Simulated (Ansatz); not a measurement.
Relaxed LiCl (rock salt):

```xyz
2
Lattice="0.0000 2.5752 2.5752 2.5752 0.0000 2.5752 2.5752 2.5752 0.0000" Properties=species:S:1:pos:R:3 pbc="T T T"
Cl     0.0000     0.0000     0.0000
Li     2.5752     2.5752     2.5752
```

In this cell atom 1 (Cl, nearest neighbour Li at 2.575 Å; its periodic images, 3.6 Å or more away, move with it) is moved by s along Cartesian [110], unit vector (0.707, 0.707, 0.000); all other atoms and the cell stay fixed.

Calculation: PBE (plane waves to 420 eV, PAW, scalar-relativistic; Ansatz, a quantum-chemistry and plane-wave program). k mesh 9×9×9 (Γ-centred), Fermi-Dirac smearing 0.05 eV. E stands for the smeared free energy. Stress and pressure are positive under compression. F∥ is the force on the atom along that direction. LiCl was relaxed with its symmetry unable to fall. ΔE is measured from the undisplaced structure.

```tsv
s (Å)	F∥ (eV/Å)	ΔE (meV/cell)	P (GPa)
-0.260	[?]	[?]	0.76
-0.208	[?]	13.8	[?]
-0.156	0.100	7.5	0.27
-0.104	0.064	3.3	0.12
-0.052	0.031	0.8	0.03
0.000	0.000	0.0	0.00
0.052	-0.031	0.8	0.03
0.104	-0.064	3.3	0.12
0.156	-0.100	7.5	0.27
0.208	[?]	13.8	[?]
0.260	[?]	[?]	0.76
```

Task: Some entries are withheld; supply them.

Result: 
- -0.260, F∥ (eV/Å): 0.188
- -0.260, ΔE (meV/cell): 22.3
- -0.208, F∥ (eV/Å): 0.141
- -0.208, P (GPa): 0.48
- 0.208, F∥ (eV/Å): -0.141
- 0.208, P (GPa): 0.48
- 0.260, F∥ (eV/Å): -0.188
- 0.260, ΔE (meV/cell): 22.3

(A displaced cell: forces are minus the slopes of the energy, force constants its curvatures, and phonons follow from these.)
